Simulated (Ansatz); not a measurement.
MgO₂ in space group Pa-3 (No. 205; Mg on 4a, O on 8c), plane-wave PAW PBEsol (Ansatz code): ε∞ = 3.05, cell volume 113.46 Å³. Infrared-active transverse modes:

```tsv
ω_TO (cm⁻¹)	oscillator strength S_xx (e²/amu)
217.2	0.02867
326.1	0.1785
376.5	0.2554
417.7	0.5655
450.7	0.1881
```

Compute the static dielectric constant.

Each mode adds (4.921e7/V) S/ω²: 0.26, 0.73, 0.78, 1.41, 0.40. So ε0 = 6.63.

The workflow started from a Materials Project entry (that database holds measured and hypothetical structures alike); the Crystallography Open Database copy checked does not list it. Whether it is the stable phase at ambient conditions was not checked. Symmetry was held in the PBEsol relaxation; its stability against distortions is not shown here.

Potentials: the later of the program's two PAW sets.
